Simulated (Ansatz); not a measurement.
CsGdS2 (R-3m); volume scaled by 1.05.

```xyz
4
Lattice="2.0924 1.2080 8.1450 -2.0924 1.2080 8.1450 0.0000 -2.4161 8.1450" Properties=species:S:1:pos:R:3 pbc="T T T"
Cs    0.0000    0.0000    0.0000
Gd    0.0000    0.0000   12.2175
S     0.0000    0.0000    5.7080
S     0.0000    0.0000   18.7270
```

The reference geometry is a measured structure from COD; nothing is relaxed.

Functional, mesh and filling: LDA, 10×10×10 k mesh, Fermi–Dirac smearing of 0.05 eV. PAW means Ansatz 0.2.0 on its default frozen-core files. Site moments are integrated in spheres about the atoms. Start moments (μB): Gd2 7.

The self-consistent cycle went as follows.

| iteration | Harris–Foulkes energy less the last (meV) | density residual (eV) | M (μB) | ∫|m| (μB) |
| --- | --- | --- | --- | --- |
| 1 | -64.218 | 8.3e-01 | 6.9914 | 6.9916 |
| 2 | 107.747 | 4.0e-01 | 6.9988 | 6.9990 |
| 3 | 41.504 | 6.9e-02 | 6.9999 | 7.0021 |
| 4 | 1.796 | 1.5e-02 | 7.0000 | 7.0178 |
| 5 | 0.232 | 1.4e-03 | 7.0000 | 7.0281 |
| 6 | 0.008 | 7.2e-05 | 7.0000 | 7.0332 |
| 7 | -0.002 | 6.6e-06 | 7.0000 | 7.0330 |
| 8 | 0.000 | 9.5e-07 | 7.0000 | 7.0332 |
| 9 | 0.000 | 4.8e-08 | 7.0000 | 7.0332 |

Site moments (μB): Cs1 0.00, Gd2 6.91, S3 0.00, S4 0.00. Cell moment 7.00 μB.

The PAW files were made with PBE; the program remakes their cores once for the run's functional and then keeps them frozen. Without U a semilocal functional puts the f levels too near the Fermi level, which can change moments and the order of magnetic states; site and cell moments are spin moments. Spin–orbit coupling is left out although heavy atoms are present. With open f shells a run can end in a state that isn't the lowest. These are results for the start and cell typed. The real compound can order otherwise, in a larger cell, or not at all, since semilocal functionals at zero temperature often overstate magnetism.
